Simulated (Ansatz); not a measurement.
La:
Space group P6₃/mmc (No. 194); a = b = 3.7758 Å, c = 12.0661 Å, α = β = 90.00°, γ = 120.00°

```
atom  site  symmetry       x       y       z
----  ----  --------  ------  ------  ------
La      2a      -3m.  0.0000  0.0000  0.0000
La      2c      -6m2  0.3333  0.6667  0.2500
```

Relaxed at zero pressure with r²SCAN (plane waves, PAW; program Ansatz).

Question: The volume is lowered by 6 % and shape and atoms relax at that volume. What pressure results, and how do the axes share the change?

Answer: 1.5 GPa; a -2.0 %, b -2.0 %, c -2.1 %; the energy rises by 11 meV/atom.

Question: Give the new structure.

Answer: 
Space group P6₃/mmc (No. 194); a = b = 3.7006 Å, c = 11.8079 Å, α = β = 90.00°, γ = 120.00°

```tsv
atom	site	symmetry	x	y	z
La	2a	-3m.	0.0000	0.0000	0.0000
La	2c	-6m2	0.3333	0.6667	0.2500
```

The phase is kept; no other phase was compared at this pressure.

Space group P6_3/mmc (dhcp (α-La type)). The cell was relaxed with r²SCAN under the symmetry of its start; of distortions, only those at the zone centre were tested. Axis ratios of metals converge slowly with the k-mesh, so a and c are less sure than the volume. Scalar-relativistic: spin–orbit coupling is off unless named, which matters more the heavier the elements.

Potentials: the later of the program's two PAW sets.
